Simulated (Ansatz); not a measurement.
BPt (NiAs type, space group No. 194), the program Ansatz at the PBE level (PAW), all energies at zero smearing, with the estimated change up to a 700 eV cutoff added, with one set of potentials and settings (totals compare only within such a set). Cell of 4 atoms (2 Pt, 2 B): -25357.597 eV.

| element | reference phase | E (eV/atom) |
|---|---|---|
| Pt | Fm-3m, 1 atoms in the cell | -12523.0127 |
| B | R-3m, 12 atoms in the cell | -155.9161 |

Formation energy per atom, worked out: (-25357.597 − 2×(-12523.0127) − 2×(-155.9161))/4 = 0.065 eV/atom (6 kJ per mol of atoms), at 0 K, without zero-point energy or fitted corrections.

Space group P6_3/mmc (NiAs type). The workflow started from an entry of the Crystallography Open Database (COD). Whether it is the stable phase at ambient conditions was not checked. Symmetry was held in the PBE relaxation; its stability against distortions is not shown here. The run is not spin-polarised. The references are the lowest solids computed at this level, not always the standard phases. Spin–orbit coupling is left out wherever it is not named.

Potentials: the later of the program's two PAW sets.
